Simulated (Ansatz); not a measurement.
Cs2InAgBr6:
```xyz
10
Lattice="0.0000 5.5338 5.5338 5.5338 0.0000 5.5338 5.5338 5.5338 0.0000" Properties=species:S:1:pos:R:3 pbc="T T T"
Cs     8.3007     8.3007     8.3007
Cs     2.7669     2.7669     2.7669
In     0.0000     0.0000     0.0000
Ag     5.5338     5.5338     5.5338
Br     2.7006     5.5338     5.5338
Br     8.3670     5.5338     5.5338
Br     5.5338     2.7006     5.5338
Br     5.5338     8.3670     5.5338
Br     5.5338     5.5338     2.7006
Br     5.5338     5.5338     8.3670
```

The program Ansatz at the r²SCAN level (PAW) gives a gap of 0.76 eV without spin–orbit coupling, maximum at Γ, minimum at Γ.

Q: What happens when spin–orbit coupling is switched on?

A: The gap drops by 0.02 eV, to 0.74 eV; maximum at Γ, minimum at Γ.

Q: Give the electron effective mass with spin–orbit coupling.

A: 0.21 mₑ (isotropic).

Q: Give the hole effective mass with spin–orbit coupling, band 1 of 2 at the edge.

A: 13 along [100], 1.1 along [110], 0.62 along [111] (mₑ).

Q: Give the hole effective mass with spin–orbit coupling, band 2 of 2 at the edge.

A: 0.27 along [100], 0.36 along [110], 0.47 along [111] (mₑ).

Space group Fm-3m. The workflow started from a Materials Project entry (that database holds measured and hypothetical structures alike); the Crystallography Open Database copy checked does not list it. Its standing as an ambient phase is unchecked. Symmetry was held in the r²SCAN relaxation; whether a distortion lowers the energy is not shown. No spin polarisation was allowed.

Potentials: the later of the program's two PAW sets.
